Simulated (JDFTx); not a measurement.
An input for a modified build of JDFTx (Al(100), linear PCM (GLSSA13), water, 1 M NaF; bohr, hartree) and the course of its log:

```
lattice \
  5.3969723774 0.0000000000 0.0000000000 \
  0.0000000000 5.3969723774 0.0000000000 \
  0.0000000000 0.0000000000 45.5423996035
coords-type Lattice
ion Al 0.0000000000 0.0000000000 -0.1675904560 0
ion Al 0.5000000000 0.5000000000 -0.0837952280 0
ion Al 0.0000000000 0.0000000000 0.0000000000 0
ion Al 0.5000000000 0.5000000000 0.0837952280 0
ion Al 0.0000000000 0.0000000000 0.1675904560 0
ion-species pseudo/al_pbe_v1.upf
elec-cutoff 20 100
elec-ex-corr gga-PBE
coulomb-interaction Slab 001
coulomb-truncation-embed 0 0 0
kpoint-folding 8 8 1
elec-smearing Fermi 0.01
elec-n-bands 18
target-mu -0.166842
electronic-scf nIterations 100 energyDiffThreshold 1e-07
fluid LinearPCM
pcm-variant GLSSA13
fluid-solvent H2O
fluid-cation Na+ 1
fluid-anion F- 1
fluid-minimize nIterations 400 knormThreshold 1e-10
wavefunction read f0.wfns
elec-initial-eigenvals f0.eigenvals
elec-initial-fillings read f0.fillings
fluid-initial-state f0.fluidState
dump-name f0_u0.$VAR
dump End State Ecomponents EigStats BandEigs Forces ElecDensity IonicPositions Fillings Kpoints Dtot FluidDebug BoundCharge FluidDensity
```

```
[one cycle in 5 is shown, and the last three; fluid-solver lines are left out]
	FillingsUpdate:  mu: -0.166842000  nElectrons: 13.941162
SCF: Cycle:  0   G: -7.452603649060134   dG: +5.273e-01   |Residual|: 4.473e-02   |deigs|: 4.807e-06
	FillingsUpdate:  mu: -0.166842000  nElectrons: 14.856813
SCF: Cycle:  5   G: -7.977611863908836   dG: -3.097e-03   |Residual|: 4.002e-03   |deigs|: 7.904e-04
	FillingsUpdate:  mu: -0.166842000  nElectrons: 14.847099
SCF: Cycle: 10   G: -7.978377724239820   dG: +2.274e-03   |Residual|: 3.186e-03   |deigs|: 1.959e-03
	FillingsUpdate:  mu: -0.166842000  nElectrons: 14.911335
SCF: Cycle: 15   G: -7.980749644363936   dG: -2.741e-05   |Residual|: 1.339e-04   |deigs|: 3.903e-04
	FillingsUpdate:  mu: -0.166842000  nElectrons: 14.912122
SCF: Cycle: 20   G: -7.980749840240741   dG: -1.080e-06   |Residual|: 9.749e-05   |deigs|: 1.699e-04
	FillingsUpdate:  mu: -0.166842000  nElectrons: 14.907344
SCF: Cycle: 25   G: -7.980737942104040   dG: +1.175e-05   |Residual|: 2.044e-04   |deigs|: 1.959e-04
	FillingsUpdate:  mu: -0.166842000  nElectrons: 14.910038
SCF: Cycle: 30   G: -7.980749453863089   dG: -1.307e-05   |Residual|: 8.707e-05   |deigs|: 1.101e-04
	FillingsUpdate:  mu: -0.166842000  nElectrons: 14.906494
SCF: Cycle: 35   G: -7.980740916248280   dG: +8.324e-06   |Residual|: 2.488e-04   |deigs|: 1.515e-04
	FillingsUpdate:  mu: -0.166842000  nElectrons: 14.929490
SCF: Cycle: 40   G: -7.980559368565277   dG: +1.901e-04   |Residual|: 8.164e-04   |deigs|: 3.174e-04
	FillingsUpdate:  mu: -0.166842000  nElectrons: 14.910252
SCF: Cycle: 45   G: -7.980749600680335   dG: -2.383e-04   |Residual|: 6.039e-05   |deigs|: 3.481e-04
	FillingsUpdate:  mu: -0.166842000  nElectrons: 14.914774
SCF: Cycle: 50   G: -7.980745661374679   dG: +3.822e-06   |Residual|: 1.545e-04   |deigs|: 7.316e-05
	FillingsUpdate:  mu: -0.166842000  nElectrons: 14.910335
SCF: Cycle: 55   G: -7.980749817406704   dG: -9.422e-06   |Residual|: 1.039e-04   |deigs|: 9.103e-05
	FillingsUpdate:  mu: -0.166842000  nElectrons: 14.912533
SCF: Cycle: 60   G: -7.980749797719088   dG: -3.011e-07   |Residual|: 8.069e-05   |deigs|: 3.827e-05
	FillingsUpdate:  mu: -0.166842000  nElectrons: 14.914687
SCF: Cycle: 65   G: -7.980745978779360   dG: +3.581e-06   |Residual|: 1.554e-04   |deigs|: 6.925e-05
	FillingsUpdate:  mu: -0.166842000  nElectrons: 14.910660
SCF: Cycle: 70   G: -7.980749999239910   dG: -5.223e-06   |Residual|: 4.322e-05   |deigs|: 3.710e-05
	FillingsUpdate:  mu: -0.166842000  nElectrons: 14.910554
SCF: Cycle: 75   G: -7.980749877923734   dG: -1.440e-05   |Residual|: 4.577e-05   |deigs|: 7.114e-05
	FillingsUpdate:  mu: -0.166842000  nElectrons: 14.908815
SCF: Cycle: 80   G: -7.980744308307261   dG: +5.350e-06   |Residual|: 1.539e-04   |deigs|: 4.707e-05
	FillingsUpdate:  mu: -0.166842000  nElectrons: 14.909989
SCF: Cycle: 85   G: -7.980749259136203   dG: -3.929e-06   |Residual|: 6.877e-05   |deigs|: 6.891e-05
	FillingsUpdate:  mu: -0.166842000  nElectrons: 14.910182
SCF: Cycle: 90   G: -7.980749434426711   dG: -1.973e-04   |Residual|: 6.631e-05   |deigs|: 3.140e-04
	FillingsUpdate:  mu: -0.166842000  nElectrons: 14.932952
SCF: Cycle: 95   G: -7.980452106188063   dG: +2.976e-04   |Residual|: 9.923e-04   |deigs|: 3.806e-04
	FillingsUpdate:  mu: -0.166842000  nElectrons: 14.914983
SCF: Cycle: 97   G: -7.980745100401004   dG: +4.454e-06   |Residual|: 1.766e-04   |deigs|: 7.383e-05
	FillingsUpdate:  mu: -0.166842000  nElectrons: 14.910760
SCF: Cycle: 98   G: -7.980749758930274   dG: -4.659e-06   |Residual|: 1.135e-04   |deigs|: 6.526e-05
	FillingsUpdate:  mu: -0.166842000  nElectrons: 14.906686
SCF: Cycle: 99   G: -7.980733931941089   dG: +1.583e-05   |Residual|: 2.356e-04   |deigs|: 8.129e-05
SCF: None of the convergence criteria satisfied after 100 iterations.
IonicMinimize: Iter:   0  G: -7.980733931941089  |grad|_K:  0.000e+00
IonicMinimize: Converged (|grad|_K<1.000000e-04).
```

This run gave no converged result. The electronic loop ended without meeting its threshold, so the last energy, electron count and forces aren't results.
